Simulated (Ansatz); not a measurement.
Total density of states per atom from DFT-LDA in the program Ansatz with PAW potentials, in 0.25 eV bins, energy from the Fermi level:

```
E (eV)  states/eV/atom
------  --------------
-7.85             0.28
-7.60             0.31
-7.35             0.34
-7.10             0.36
-6.85             0.38
-6.60             0.54
-6.35             0.52
-6.10             0.42
-5.85             0.36
-5.60             0.36
-5.35             0.34
-5.10             0.31
-4.85             0.32
-4.60             0.30
-4.35             0.29
-4.10             0.29
-3.85             0.28
-3.60             0.28
-3.35             0.28
-3.10             0.27
-2.85             0.20
-2.60             0.20
-2.35             0.21
-2.10             0.21
-1.85             0.14
-1.60             0.11
-1.35             0.09
-1.10             0.07
-0.85             0.05
-0.60             0.03
-0.35             0.02
-0.10             0.00
0.15              0.01
0.40              0.02
0.65              0.03
0.90              0.06
1.15              0.09
1.40              0.21
1.65              0.23
1.90              0.20
2.15              0.20
2.40              0.16
2.65              0.15
2.90              0.13
3.15              0.13
3.40              0.12
3.65              0.11
3.90              0.11
4.15              0.12
4.40              0.13
4.65              0.13
```

### Question
Pick the material that matches.
A) HgSe, zinc blende
B) S, P2/c (Pearson symbol mP32)
C) Sr3Ta2ZnO9, P-3m1 (Pearson symbol hP15)
D) C, graphite

### Answer
D, C, graphite. Within 0.5 eV of the Fermi level: C 2p 99 %. Projections are on Löwdin-orthogonalised atomic valence shells; empty p or d shells of many metals are not among them.

Space group P6_3/mmc (graphite). The cell was relaxed with LDA under the symmetry of its start. A crystal of weakly bound layers computed without a dispersion correction: the cell and the soft elastic constants depend strongly on that.

Potentials: the later of the program's two PAW sets.
